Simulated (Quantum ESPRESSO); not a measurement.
One change at a time to Ag3Hf2TiW2

All numbers below are calculated, not measured. They come from Quantum ESPRESSO 7.5, a public plane-wave density functional program. Each row is one single-point run on a made-up periodic cell of eight metal atoms, with elements, volume, strain and displacements drawn at random and not relaxed, so a cell may be unstable or far from any real phase. There is no spin polarisation or spin-orbit coupling.

Settings: PBE unless stated; PseudoDojo standard norm-conserving files; Fermi-Dirac width 0.25 eV, which means electrons at about 2900 K; cutoff 1143 eV; 5 x 5 x 4 k mesh shifted half a step off Gamma. E is the free energy of the whole cell (internal energy minus TS), so a -TS column is already part of it. Stress is positive in tension, and the pressure P is minus a third of its trace.

Checks: one run of this series was repeated at a higher cutoff and on a denser mesh, which moved values by no more than 0.002 eV, 0.03 GPa and 0.003 eV/Å, and a second program with other atomic files agreed on it to 2 % rms in force and 0.5 GPa in pressure. Known limits: heavy elements are run without spin-orbit coupling, which real alloys of them have; a spin test at this wide smearing found no moment, but such smearing suppresses magnetism that the real alloy may have.

The lattice is face-centred cubic, and the cell vectors in Å are (2.136, 4.272, 2.136); (2.136, -4.272, 2.136); (2.136, 0.000, -6.408), a volume of 155.91 Å³ in run 1. The elements on sites 1 to 8 are Ag Ag W Ti W Ag Hf Hf. Each later run makes one change to run 1 and keeps the rest. E is counted from run 1, and is n/a where other atomic files have another zero of energy.

| run | change | V (Å³) | P (GPa) | -TS (eV) | rms force (eV/Å) | largest change of a force component (eV/Å) | E (eV) |
|---|---|---|---|---|---|---|---|
| 1 | none | 155.91 | -7.70 | -1.866 | 0.597 | 0.000 | 0.000 |
| 2 | sites 3 and 8 exchanged | 155.91 | -8.16 | -1.788 | 0.549 | 0.791 | -0.598 |
| 3 | all lengths scaled by +1.64 % | 163.70 | -12.08 | -1.963 | 0.577 | 0.157 | 0.485 |
| 4 | LDA in place of PBE | 155.91 | -17.65 | -1.886 | 0.565 | 0.191 | n/a |
| 5 | Sc on site 2 | 155.91 | -4.22 | -1.979 | 0.479 | 0.695 | n/a |
| 6 | site 7 moved by +0.13 Å along y | 155.91 | -7.51 | -1.859 | 0.658 | 0.932 | ? |

## Worked estimate

Along the move dE = -F dx. The force on site 7 along y is -0.178 eV/Å in run 1 and -1.110 eV/Å in run 6, and the move is +0.13 Å, so the mean force times the move gives an estimate.

## Withheld value

Question: what E should run 6 give?

The estimate is 0.084 eV. The calculation gave 0.083 eV.
